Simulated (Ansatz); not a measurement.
Does relaxation matter for the field gradients of SiO₂?

Start: an entry of the Crystallography Open Database (COD) (the cell was measured well above room temperature).

Space group P4_12_12 (No. 92); a = 4.9877, c = 6.9697 Å.

```csv
site,Wyckoff,site symmetry,x,y,z
Si,4a,..2,0.2949,0.2949,0.0000
O,8b,1,0.2416,0.0968,0.1747
```

One atom of each set is listed.

Computed with Ansatz: DFT, PBE, plane waves and PAW, scalar-relativistic, 420 eV cutoff, Γ-centred 5×5×4 k-points, Fermi–Dirac smearing 0.02 eV.

The largest force at the start is 0.68 eV/Å. Relaxing the ions at fixed cell moves them by 0.102 Å at most (atom 11, O) and 0.090 Å rms.

| site | moved (Å) | first shell before | first shell after | V_zz before (10²¹ V/m²) | η before |
| --- | --- | --- | --- | --- | --- |
| Si | 0.060 | 4 O at 1.59–1.60 Å | 4 O at 1.63 Å | -0.26 | 0.51 |
| O | 0.102 | 2 Si at 1.59–1.60 Å, angle 148° | 2 Si at 1.63 Å, angle 144° | 9.03 | 0.12 |

Task: How do the gradients change?

Result: 

```tsv
site	V_zz after	η after	change of V_zz
Si	-0.37	0.76	–
O	9.52	0.18	+0.49
```

The largest change of V_zz along a kept axis is on O, from 9.03 to 9.52. In per cent, |V_zz| changes by +5 on O (all sites that start above 0.5). On Si the largest principal value lies along another axis in the second run, so the two V_zz can't be compared directly.
